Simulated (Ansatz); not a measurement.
# Data sheet: BeS (DFT)

BeS:
```xyz
6
Lattice="3.4520 0.0000 0.0000 -1.7260 2.9895 0.0000 0.0000 0.0000 7.8113" Properties=species:S:1:pos:R:3 pbc="T T T"
Be    -0.8630     1.4947     2.6038
Be     0.8630     1.4947     5.2075
Be     1.7260     0.0000     0.0000
S     -0.8630     1.4947     6.5094
S      0.8630     1.4947     1.3019
S      1.7260     0.0000     3.9056
```

Space group P6_422 (No. 181); conventional cell a = 3.452 Å, b = 3.452 Å, c = 7.811 Å, α = 90.00°, β = 90.00°, γ = 120.00°.

Method: the program Ansatz at the PBE level (PAW). The cell and atoms are relaxed at this level. Other levels are named where they apply.

Cell and energy:

```
Item                                                           Value
-----------------------------------------------------  -------------
Volume per atom                                             13.43 Å³
Density                                                   2.54 g/cm³
Formation energy from the elements (no fitted shifts)  -749 meV/atom
```

Electronic structure:

```
Quantity                                                                                          Value
----------------------------------------  -------------------------------------------------------------
Band gap                                                                             2.66 eV (indirect)
Valence-band maximum                                            on the K–Γ line, 94 % of the way from K
Conduction-band minimum                   on the M–K line, 8 % of the way from M (6 equivalent valleys)
Smallest direct gap on the standard path                                                        3.89 eV
Electron effective mass                                          0.28, 0.56, 0.61 mₑ (principal values)
```

Mechanics:

```
Item                                  Result
----------------------------------  --------
Bulk modulus (Birch–Murnaghan fit)  99.6 GPa
Pressure derivative B′                   3.8
```

The start of the workflow was typed in or built on a structure type; neither database checked (COD, Materials Project) lists it. COD files the formula under space group No. 216. Whether it is the stable phase at ambient conditions was not checked. Symmetry was held in the PBE relaxation; its stability against distortions is not shown here. The references are the lowest solids computed at this level, not always the standard phases.

Potentials: the later of the program's two PAW sets.
